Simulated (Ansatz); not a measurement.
This cell of CsPbBr3 (cubic perovskite) is off equilibrium:

```yaml
crystal:
  lattice:
    - [6.00277, 0.00000, 0.00000]
    - [0.00000, 6.00277, 0.00000]
    - [0.00000, 0.00000, 5.88271]
  atoms:
    - { symbol: Cs, position: [0.00000, 0.00000, 0.00000] }
    - { symbol: Pb, position: [0.50000, 0.50000, 0.50000] }
    - { symbol: Br, position: [0.00000, 0.50000, 0.50000] }
    - { symbol: Br, position: [0.50000, 0.50000, 0.00000] }
    - { symbol: Br, position: [0.50000, 0.00000, 0.50000] }
```

The numbers are results of PBE (plane waves to 420 eV, PAW, scalar-relativistic; Ansatz, a quantum-chemistry and plane-wave program), not measurements. k mesh 6×6×6 (Γ-centred), Fermi-Dirac smearing 0.05 eV. E stands for the smeared free energy. Compression counts positive. CsPbBr3 was relaxed with its symmetry unable to fall. Spin-orbit coupling is left out, though Pb is heavy. The PAW data are Ansatz's earlier set. This is a high-temperature form of CsPbBr3.

Give the stress tensor in GPa and the pressure.


```
   0.14     0.00     0.00
   0.00     0.14     0.00
   0.00     0.00     0.96
```
The pressure, a third of the trace, is 0.41 GPa.

It is the relaxed cell deformed to V/V₀ = 0.980, (c/a)/(c/a)₀ = 0.980, c along z, fractional positions held. What is its energy relative to the relaxed cell?

2.5 meV/atom.

(A scan under strain: stresses follow from slopes of the energy per volume, elastic moduli from its curvatures.)
